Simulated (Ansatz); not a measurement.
According to DFT-PBEsol in the program Ansatz with PAW potentials, Ti2SiB2 in the hexagonal phase (P-6m2; Ti on 2h, Si on 1a, B on 1b, B on 1f) relaxes to a = 2.988 Å, c = 7.180 Å. Its formation energy from the elements is -0.93 eV/atom, with no fitted shifts.

Electronic character: metallic (no gap).

An equation-of-state fit gives a bulk modulus of 1920 kbar. The highest mode at Γ lies at 961 cm⁻¹.

The start of the workflow was typed in or built on a structure type; neither database checked (COD, Materials Project) lists it. Whether it is the stable phase at ambient conditions was not checked. Symmetry was held in the PBEsol relaxation; its stability against distortions is not shown here. The run is not spin-polarised. As this level gives no gap, phonon frequencies hold no LO–TO term and depend on the k-mesh and smearing (Fermi–Dirac, 0.1 eV here). The references are the lowest solids computed at this level, not always the standard phases.

Potentials: the earlier of the program's two PAW sets. The files were generated under PBE; for other functionals the program regenerates the frozen cores, and for LDA and PBEsol the local potential too.
